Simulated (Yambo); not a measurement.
A G0W0@LDA run in Yambo for YO2H (space group P2_1/m, No. 11) (4×4×2 Γ-centred k mesh, 135 bands and a 7 Ry block in the screening, 135 bands in G with the Bruneval-Gonze terminator, plasmon pole fitted at 27.2 eV) gives these matrix elements, in eV, at the band edges ((0, 0, -0.5) → Γ):

| state | E0 | <Vxc> | <Σx> | <Σc(E0)> | Z |
|---|---|---|---|---|---|
| valence edge | 0.000 | -19.731 | -24.932 | 4.240 | 0.794 |
| conduction edge | 4.041 | -11.056 | -6.203 | -3.710 | 0.854 |

Solve the linearised quasiparticle equation for both states, give the gap, and say how exchange and correlation each act on it.

E = E0 + Z(Σx + Σc − Vxc). Valence: 0.000 + 0.794 × (-24.932 + (4.240) − (-19.731)) = -0.76 eV. Conduction: 4.041 + 0.854 × (-6.203 + (-3.710) − (-11.056)) = 5.02 eV. The gap is 5.78 eV, against 4.04 eV in LDA. Replacing Vxc by bare exchange alone would open it by 10.05 eV; correlation takes back 7.95 eV of that, and Z scales what is left. Nearest settings tried, and what they do to the gap: 90 bands in W, 90 bands in G: +54 meV; 2×2×2 mesh: +28 meV. Not varied: block. So the settings aren't converged at that level. 

Geometry of the Materials Project entry, not relaxed at this level; primitive cell a = 4.301 Å, b = 3.633 Å, c = 5.961 Å, α = 90.00°, β = 109.01°, γ = 90.00°.

The structure is a Materials Project entry; no match was found in the copy of COD used, and its stability was not checked.
